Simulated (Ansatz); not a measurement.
VN (rock salt)

```
CELL_PARAMETERS angstrom
      0.00000     2.05846     2.05846
      2.05846     0.00000     2.05846
      2.05846     2.05846     0.00000
ATOMIC_POSITIONS crystal
  N  0.00000 0.00000 0.00000
  V  0.50000 0.50000 0.50000
```

The slice is a {110} plane (indices of the conventional cell) through the point (0.000, 0.000, 0.000) (fractional), spanned by u = [100] and v = [1 -1 -1] in vectors of this cell: u (2.91 Å) and v (4.12 Å, at 90° to u). It covers one period; positions are fractions (u, v).

Method: PBE (plane waves to 420 eV, PAW, scalar-relativistic; Ansatz, a program for electronic structure). k mesh 19×19×19. These are valence fields of a PAW run, semicore shells included where kept as valence: close to a nucleus they are smooth pseudo fields. The PAW data are Ansatz's earlier set. VN is run without spin polarisation. VN was relaxed with its symmetry unable to fall.

Three fields on this plane, each scaled to ten steps between its own extremes (0 low, 9 high; the total valence density on a logarithmic scale, the potential cut 8 eV below its top; x marks points blanked near nuclei; v = 0 in the bottom row):

Map A
```
|xxxxx62126xxxx|
|xxxx9521259xxx|
|xxxx7310137xxx|
|xx86410001468x|
|11111000001111|
|xx00000000000x|
|xxxx0000000xxx|
|xxxx1001001xxx|
|xxxxx00100xxxx|
|xxxxx00100xxxx|
|xxxxx00100xxxx|
|xxxx1001001xxx|
|xxxx0000000xxx|
|xx00000000000x|
|11111000001111|
|xx86410001468x|
|xxxx7310137xxx|
|xxxx9521259xxx|
|xxxxx62126xxxx|
|xxxxx62126xxxx|
```

Map B
```
|xxxxx78787xxxx|
|xxxx7888887xxx|
|xxxx8999998xxx|
|xx57899999875x|
|00257999997520|
|xx00479997400x|
|xxxx0589850xxx|
|xxxx0378730xxx|
|xxxxx16761xxxx|
|xxxxx05750xxxx|
|xxxxx16761xxxx|
|xxxx0378730xxx|
|xxxx0589850xxx|
|xx00479997400x|
|00257999997520|
|xx57899999875x|
|xxxx8999998xxx|
|xxxx7888887xxx|
|xxxxx78787xxxx|
|xxxxx77777xxxx|
```

Map C
```
|xxxxx64346xxxx|
|xxxx9532359xxx|
|xxxx7421247xxx|
|xx97420002479x|
|99753100013579|
|xx96310001369x|
|xxxx5211125xxx|
|xxxx8422248xxx|
|xxxxx63336xxxx|
|xxxxx64346xxxx|
|xxxxx63336xxxx|
|xxxx8422248xxx|
|xxxx5211125xxx|
|xx96310001369x|
|99753100013579|
|xx97420002479x|
|xxxx7421247xxx|
|xxxx9532359xxx|
|xxxxx64346xxxx|
|xxxxx74347xxxx|
```

**Question.** Assign the maps to these fields: electron localisation function (ELF); valence electron density; electrostatic potential energy of an electron, from the cell's mean.

**Answer.** A is the electron localisation function (ELF); B is the electrostatic potential energy of an electron, from the cell's mean; C is the valence electron density.
